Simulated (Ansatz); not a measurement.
## LaS: atoms shaken at random, then relaxed with the cell

Method: DFT, r2SCAN, PAW with Ansatz's default frozen-core files, scalar-relativistic (Ansatz 0.2.0).

Command: `ansatz run input.yaml --threads 1 --pin off --max-ram 2048MiB --backend cpu --events-out ev --progress --plain --runs-dir out` The run took 2.4 min on 1 thread of Arm Neoverse V1, on a shared host.

```yaml
crystal:
  lattice:
    - [0.0, 2.927, 2.927]
    - [2.927, 0.0, 2.927]
    - [2.927, 2.927, 0.0]
  atoms:
    - { symbol: La, position: [-0.00783269, 0.00993883, 0.00197323] }
    - { symbol: S, position: [0.50142975, 0.51018614, 0.49437457] }
kpoints:
  mp_grid: { grid: [7, 7, 7] }
scf:
  occupations: { method: fermi_dirac, width: 0.02 }
hamiltonian:
  xc: r2scan
  pseudopotentials: { kind: paw }
output:
  forces: true
  stress: true
  efg: { contact_densities: true }
relax:
  f_tol: 0.01
  max_steps: 80
  cell: {}
```

Spin–orbit coupling is left out, though it moves levels of the heavy atoms by tenths of an eV or more.

The cell comes from COD entry 1539531, which wasn't checked; take it as a given geometry. The listed cell was then made from it by scaling, straining or moving an atom.

The cutoff is 500 eV; energies and pressures of the walk include the program's estimate of the Pulay term. The PAW files were made with PBE; their cores are remade for this functional.

Each frame lists the cell vectors (Å), then Cartesian positions (Å) and forces (eV/Å). Free energies count from the first step, -7175.3414 eV.

The walk took 5 evaluations in all; steps that aren't listed are left out.

Step 1: E = 0.0 meV, P = 1.65 GPa

```
cell 0.0000 2.9270 2.9270 2.9270 0.0000 2.9270 2.9270 2.9270 0.0000
La    0.0349   -0.0172    0.0062    -0.144   0.032   0.186
S     2.9403    2.9147    2.9610     0.144  -0.032  -0.186
```

Step 2: E = +4.3 meV, P = -1.90 GPa, step rejected

```
cell 0.0010 2.9700 2.9681 2.9700 0.0000 2.9692 2.9692 2.9704 0.0007
La    0.0120   -0.0121    0.0365     0.142  -0.032  -0.185
S     3.0071    2.9524    2.9732    -0.142   0.032   0.185
```

Step 3: E = -8.6 meV, P = -0.11 GPa

```
cell 0.0019 2.9457 2.9461 2.9479 -0.0001 2.9481 2.9466 2.9464 0.0013
La    0.0235   -0.0146    0.0212     0.010  -0.002  -0.012
S     2.9733    2.9310    2.9670    -0.010   0.002   0.012
```

Task: How does the relaxation end?

Result: It converges, with a = 4.165 Å, b = 4.166 Å, c = 4.165 Å, α = 60.00°, β = 59.99°, γ = 59.99° for the cell as listed; within 0.05 Å it has space group Fm-3m; smaller departures are within what the tolerances leave open. The last solve (on a basis chosen afresh for the final cell, so its energy is not quite comparable) gives E = -8.8 meV, P = 0.00 GPa:
```
cell 0.0005 2.9449 2.9450 2.9456 0.0000 2.9456 2.9452 2.9451 0.0004
La    0.0242   -0.0148    0.0202     0.000   0.000   0.000
S     2.9699    2.9302    2.9657     0.000   0.000   0.000
```
